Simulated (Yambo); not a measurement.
Yambo run on BaS (rock salt, space group Fm-3m, No. 225). The wavefunctions are norm-conserving PBEsol (Quantum ESPRESSO, 57 Ry, with spin-orbit coupling) ones on a 4×4×4 mesh (16 occupied bands); a = b = c = 4.476 Å, α = β = γ = 60.00°.

Yambo input:

```
rim_cut
gw0
dyson
el_el_corr
HF_and_locXC
cohsex
em1s
RandQpts= 1000000
RandGvec= 1 Ry
EXXRLvcs= 56.6 Ry
VXCRLvcs= 226.4 Ry
Chimod= "HARTREE"
% BndsRnXs
 1 | 238 |
%
NGsBlkXs= 8 Ry
% LongDrXs
 1.0 | 1.0 | 1.0 |
%
ExtendOut
% QPkrange
 1 | 1 | 16 | 16 |
 7 | 7 | 16 | 17 |
%
```

k points by index: 1 = Γ, 7 = X.

Resulting energies as the program prints them:

```
#    K-point    Band    Eo [eV]    E [eV]    E-Eo [eV]    Vxc [eV]    Vnlxc [eV]    Sc|Eo [eV]    Re(Z)    Im(Z)
#
    1    16    0.000000    -3.355811    -3.355811    -12.55107    -15.64584    -0.261038    1.000000    0.000000
    7    16    -0.050184    -3.410387    -3.360203    -12.55749    -15.70308    -0.214613    1.000000    0.000000
    7    17    1.989870    1.172121    -0.817749    -8.205008    -4.292625    -4.730133    1.000000    0.000000
```
(The two width columns are left out.) Convergence of these settings isn't established.

Geometry relaxed with PBEsol.
